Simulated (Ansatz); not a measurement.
A calculation with the code Ansatz. Plane-wave DFT: an element X is put into a periodic supercell of the crystal below and the atoms relax. X is one of the candidates, and is told by the neutral defect's formation energy over the elements (uncorrected), its moments where the run had spin, and its relaxed neighbours, eight at most.

```
cell
1.0
    -2.1667    3.3835    3.6967
     2.1667   -3.3835    3.6967
     2.1667    3.3835   -3.6967
Lu Zn
2 4
Direct
  0.7817 0.5317 0.2500
  0.2183 0.4683 0.7500
  0.2091 0.1657 0.0434
  0.7909 0.8343 0.9566
  0.6223 0.1657 0.4566
  0.3777 0.8343 0.5434
```

| quantity | value |
| --- | --- |
| host atoms in supercell | 24 |
| functional | PBEsol |
| wave cutoff | 420 eV |
| k mesh | 3, 3, 3 |
| k shift | 0, 0, 0 mesh steps |
| gaussian smearing | 0.05 eV |
| start displacement | 0.03 angstrom |
| electrons started on | no chosen atoms |
| candidate elements | S, Cl, Se, Y, Ba, Bi |
| found formation energy | 1.882 eV |
| found largest move from host sites | 0.232 angstrom |

| supercell vector | supercell times a (host cell vectors) | supercell times b (host cell vectors) | supercell times c (host cell vectors) |
| --- | --- | --- | --- |
| A | -1 | 1 | 0 |
| B | 1 | 1 | 2 |
| C | 1 | 0 | -1 |

```csv
change element,change kind,change place a (host cell vectors),change place b (host cell vectors),change place c (host cell vectors)
X,on Zn,0.2091,0.1657,0.0434
```

```
found neighbour element  found neighbour distance (angstrom)
                     Zn                                2.691
                     Zn                                2.691
                     Zn                                 2.71
                     Zn                                2.823
                     Lu                                3.081
                     Lu                                3.081
```

Which element is X?

Y.

Caveats: one random start near the defect, so other minima are possible; the supercell is small.
